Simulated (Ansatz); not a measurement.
# How much do the gradients of Sr4Nb3PO14 depend on the method?

Cell: a Materials Project structure (computed, not necessarily an observed phase), atoms as given.

```cif
data_structure
_symmetry_space_group_name_H-M 'P 1'
_symmetry_Int_Tables_number 1
_cell_length_a 4.0698
_cell_length_b 5.7881
_cell_length_c 13.3236
_cell_angle_alpha 93.721
_cell_angle_beta 98.457
_cell_angle_gamma 90.180
_cell_volume 309.76
loop_
_atom_site_label
_atom_site_type_symbol
_atom_site_fract_x
_atom_site_fract_y
_atom_site_fract_z
_atom_site_occupancy
Sr1 Sr 0.29448 0.06919 0.61310 1
Sr2 Sr 0.72293 0.55815 0.43116 1
Sr3 Sr 0.44377 0.43668 0.87929 1
Sr4 Sr 0.55432 0.95764 0.10738 1
Nb5 Nb 0.16844 0.01835 0.33066 1
Nb6 Nb 0.05475 0.45954 0.11164 1
Nb7 Nb 0.94763 0.93161 0.88101 1
P8 P 0.73826 0.56170 0.66861 1
O9 O 0.45462 0.89780 0.89525 1
O10 O 0.54872 0.43482 0.09268 1
O11 O 0.91478 0.61019 0.78567 1
O12 O 0.09342 0.17124 0.18573 1
O13 O 0.78003 0.77857 0.60914 1
O14 O 0.20950 0.29408 0.40964 1
O15 O 0.21794 0.81503 0.43632 1
O16 O 0.81819 0.34861 0.59889 1
O17 O 0.99700 0.19004 0.98091 1
O18 O 0.00418 0.67865 0.99972 1
O19 O 0.89066 0.10932 0.77208 1
O20 O 0.10751 0.69439 0.21460 1
O21 O 0.38364 0.51648 0.68840 1
O22 O 0.65520 0.98821 0.30807 1
```

Sites (sets of like atoms) are named by element and the number of their first atom in this list.

First run. The numbers come from a DFT calculation in Ansatz (PBE, plane waves and PAW, scalar-relativistic, 420 eV cutoff, Γ-centred 5×4×2 k-points, Fermi–Dirac smearing 0.02 eV).

```json
{"site": "Sr1", "atom": "1", "V_zz (10²¹ V/m²)": "9.49", "η": "0.58"}
{"site": "Sr2", "atom": "2", "V_zz (10²¹ V/m²)": "7.29", "η": "0.91"}
{"site": "Sr4", "atom": "4", "V_zz (10²¹ V/m²)": "4.20", "η": "0.34"}
{"site": "Nb5", "atom": "5", "V_zz (10²¹ V/m²)": "-6.31", "η": "0.10"}
{"site": "Nb6", "atom": "6", "V_zz (10²¹ V/m²)": "-7.67", "η": "0.32"}
{"site": "Nb7", "atom": "7", "V_zz (10²¹ V/m²)": "-6.31", "η": "0.29"}
{"site": "P", "atom": "8", "V_zz (10²¹ V/m²)": "3.50", "η": "0.61"}
{"site": "O11", "atom": "11", "V_zz (10²¹ V/m²)": "10.31", "η": "0.29"}
{"site": "O13", "atom": "13", "V_zz (10²¹ V/m²)": "8.63", "η": "0.15"}
{"site": "O14", "atom": "14", "V_zz (10²¹ V/m²)": "1.54", "η": "0.97"}
{"site": "O15", "atom": "15", "V_zz (10²¹ V/m²)": "-1.82", "η": "0.48"}
{"site": "O16", "atom": "16", "V_zz (10²¹ V/m²)": "10.01", "η": "0.31"}
{"site": "O18", "atom": "18", "V_zz (10²¹ V/m²)": "1.56", "η": "0.10"}
{"site": "O20", "atom": "20", "V_zz (10²¹ V/m²)": "0.94", "η": "0.17"}
```

Second run. The same atoms and settings, except that the functional is r2SCAN and the cutoff is 500 eV.

Q: What does the second run give?

A: 

```json
{"site": "Sr1", "atom": "1", "V_zz": "9.74", "η": "0.58", "change of V_zz": "+0.25"}
{"site": "Sr2", "atom": "2", "V_zz": "7.71", "η": "0.90", "change of V_zz": "+0.42"}
{"site": "Sr4", "atom": "4", "V_zz": "4.38", "η": "0.37", "change of V_zz": "+0.18"}
{"site": "Nb5", "atom": "5", "V_zz": "-6.28", "η": "0.22", "change of V_zz": "+0.03"}
{"site": "Nb6", "atom": "6", "V_zz": "-7.75", "η": "0.29", "change of V_zz": "-0.08"}
{"site": "Nb7", "atom": "7", "V_zz": "-6.00", "η": "0.29", "change of V_zz": "+0.31"}
{"site": "P", "atom": "8", "V_zz": "3.71", "η": "0.59", "change of V_zz": "+0.21"}
{"site": "O11", "atom": "11", "V_zz": "10.65", "η": "0.31", "change of V_zz": "+0.34"}
{"site": "O13", "atom": "13", "V_zz": "8.95", "η": "0.17", "change of V_zz": "+0.32"}
{"site": "O14", "atom": "14", "V_zz": "1.37", "η": "0.97", "change of V_zz": "-0.17"}
{"site": "O15", "atom": "15", "V_zz": "-1.70", "η": "0.40", "change of V_zz": "+0.12"}
{"site": "O16", "atom": "16", "V_zz": "10.43", "η": "0.31", "change of V_zz": "+0.42"}
{"site": "O18", "atom": "18", "V_zz": "1.76", "η": "0.04", "change of V_zz": "+0.20"}
{"site": "O20", "atom": "20", "V_zz": "0.89", "η": "0.37", "change of V_zz": "-0.05"}
```

The largest change of V_zz is on O16, from 10.01 to 10.43. In per cent, |V_zz| changes by +3 to +6 on Sr, -5 to +1 on Nb, +6 on P, -11 to +12 on O (all sites that start above 0.5). Where |V_zz| stays above 0.1, η moves most on O20, from 0.17 to 0.37. The table leaves out 8 of the 22 sites, with |V_zz| up to 7.32; their tensors move by 0.19 at most along any direction. The statements above cover all sites.

Without spin–orbit coupling (the program notes it for Nb and Sr) the gradients are little affected as a rule: paired runs on crystals with a gap mostly move them by under 2 % at such atoms.
For the first run: The largest force is 0.9 eV/Å, so the atoms aren't at the calculated equilibrium and relaxing them would move these values. A computed database structure should lie near equilibrium, so this entry is doubtful.
For the second run: At this cell the r2SCAN pressure is -6 GPa, so with r2SCAN the cell would shrink if it were relaxed. The entry's cell may itself be off. The largest force is 1.3 eV/Å, so the atoms aren't at the calculated equilibrium and relaxing them would move these values.
